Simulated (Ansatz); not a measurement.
Here is the system:

Zr2Ir:
```
CELL_PARAMETERS angstrom
     -3.25205     3.25205     2.88790
      3.25205    -3.25205     2.88790
      3.25205     3.25205    -2.88790
ATOMIC_POSITIONS crystal
  Zr 0.67356 0.17356 0.84713
  Zr 0.32644 0.82644 0.15287
  Zr 0.17356 0.32644 0.50000
  Zr 0.82644 0.67356 0.50000
  Ir 0.75000 0.75000 0.00000
  Ir 0.25000 0.25000 0.00000
```

This is the r²SCAN-relaxed structure.

### Question
All from DFT-r²SCAN in the program Ansatz with PAW potentials, unless another level is named. Estimate the density of states at the Fermi level.

### Answer
0.96 states/eV per atom (mean over ±0.08 eV).

### Question
Next, the formation energy from the elements (no fitted shifts)?

### Answer
-0.74 eV/atom.

Space group I4/mcm. The workflow started from a Materials Project entry (that database holds measured and hypothetical structures alike); the Crystallography Open Database copy checked does not list it. Whether it is the stable phase at ambient conditions was not checked. Symmetry was held in the r²SCAN relaxation; whether a distortion lowers the energy is not shown. The run is not spin-polarised. The references are the lowest solids computed at this level, not always the standard phases. Scalar-relativistic: spin–orbit coupling is off unless named, which matters more the heavier the elements.

Potentials: the later of the program's two PAW sets.
